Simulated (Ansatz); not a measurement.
ZrBr: course of a relaxation

All numbers below come from DFT PBEsol, scalar-relativistic, plane waves, PAW in Ansatz 0.2.0. Settings: 420 eV cutoff, 18×18×18 k-mesh, Gaussian smearing of 0.10 eV, no spin polarisation.

What was changed: relaxed at 60 GPa.

Other phases may be more stable at this pressure.

Command:

```bash
ansatz run input.yaml --threads 1 --pin off --max-ram 2560MiB --backend cpu --events-out ev --progress --plain --runs-dir out
```

Input:

```yaml
crystal:
  lattice:
    - [1.5413637059, 0.8899067505, 8.2062232229]
    - [-1.5413637059, 0.8899067505, 8.2062232229]
    - [0.0, -1.779813501, 8.2062232229]
  atoms:
    - { symbol: Zr, position: [0.211616783, 0.211616783, 0.211616783] }
    - { symbol: Zr, position: [0.788383217, 0.788383217, 0.788383217] }
    - { symbol: Br, position: [0.3815358727, 0.3815358727, 0.3815358727] }
    - { symbol: Br, position: [0.6184641273, 0.6184641273, 0.6184641273] }
basis:
  ecutwfc: 420
kpoints:
  mp_grid: { grid: [18, 18, 18] }
hamiltonian:
  xc: pbesol
scf:
  occupations: { method: gaussian, width: 0.1 }
output:
  forces: true
  stress: true
  eigenvalues: true
relax:
  adjacent_minimum: "off"
  f_tol: 0.008
  max_steps: 50
  cell: { stress_tol: 0.08, p_target: 60.0 }
```

F is the free energy. Steps run on the plane waves of an earlier cell, but the last one, and at times one on the way, on a freshly chosen basis, so a repeated geometry can differ a little in energy. The relaxation lowers the enthalpy F + PV at the target pressure, so F itself can rise.

At step 2 F + PV rises: a step can overshoot before the optimiser corrects it.

Steps:

| step | F − F(1) (eV) | largest force component (eV/Å) | V (Å³/atom) | P (GPa) |
| --- | --- | --- | --- | --- |
| 1 | 0.0000 | 0.738 | 16.884 | 47.96 |
| 2 | 3.2964 | 1.589 | 14.809 | 81.36 |
| 3 | 1.0426 | 0.226 | 16.059 | 58.69 |
| 4 | 1.1577 | 0.184 | 15.980 | 58.91 |
| 5 | 1.2076 | 0.004 | 15.945 | 60.02 |
| 6 | 1.2085 | 0.003 | 15.945 | 60.02 |

Relaxed structure:

```
CELL_PARAMETERS angstrom
1.49840 0.86510 8.20038
-1.49840 0.86510 8.20038
0.00000 -1.73020 8.20038
ATOMIC_POSITIONS crystal
Zr 0.21182 0.21182 0.21182
Zr 0.78818 0.78818 0.78818
Br 0.37950 0.37950 0.37950
Br 0.62050 0.62050 0.62050
```

The structure is trigonal, space group R-3m (No. 166). The conventional cell has a = 2.997 Å, b = 2.997 Å, c = 24.601 Å, α = 90.00°, β = 90.00°, γ = 120.00°. Around Zr (site symmetry 3m) lie 3 Br at 2.54 Å and 3 Zr at 2.82 Å. Br (site symmetry 3m) is surrounded by 3 Zr at 2.54 Å and 3 Br at 2.86 Å.

The run converged. Time: 4.5 min on 1 thread of Arm Neoverse V2, with other jobs on the host, peak memory 0.93 GiB.